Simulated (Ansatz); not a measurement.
**LuB2Rh3 with crystal.symmetry changed**

All numbers are calculated (PBEsol, no spin polarisation, no spin-orbit coupling; Ansatz, PAW set soft_2, 420 eV, k-mesh 4×4×4 shifted by half a step), not measured. These are the settings of the reference run.

Cell:

```
cell
1.0
     2.6563   -4.6008    3.1114
     2.6563    4.6008    3.1114
    -5.3125    0.0000    3.1114
B Lu Rh
6 3 9
Direct
  0.8333 0.5000 0.1667
  0.1667 0.8333 0.5000
  0.5000 0.1667 0.8333
  0.1667 0.5000 0.8333
  0.5000 0.8333 0.1667
  0.8333 0.1667 0.5000
  0.1667 0.1667 0.1667
  0.5000 0.5000 0.5000
  0.8333 0.8333 0.8333
  0.1667 0.6667 0.1667
  0.5000 0.0000 0.5000
  0.8333 0.3333 0.8333
  0.8333 0.8333 0.3333
  0.1667 0.1667 0.6667
  0.5000 0.5000 0.0000
  0.3333 0.8333 0.8333
  0.6667 0.1667 0.1667
  0.0000 0.5000 0.5000
```

The reference run of this cell is solved again as a single point with these keys changed:

| key | reference run | changed run |
| --- | --- | --- |
| crystal.symmetry | not typed | {detect: false} |

Task: How does the changed run end?

Result: 

| quantity | reference run | changed run |
| --- | --- | --- |
| energy, changed less reference (meV an atom) | 0 | 0.0 |
| pressure (GPa) | -0.1 | -0.1 |
| largest force (eV/Å) | 0.00 | 0.00 |
| gap on the mesh (eV) | 0.00 | 0.00 |

The results hardly move, so this setting matters little here, or the typed value is the one that the program takes anyway. It took 10 iterations from the trained starting density.

Caveats: a single point, atoms not relaxed again.
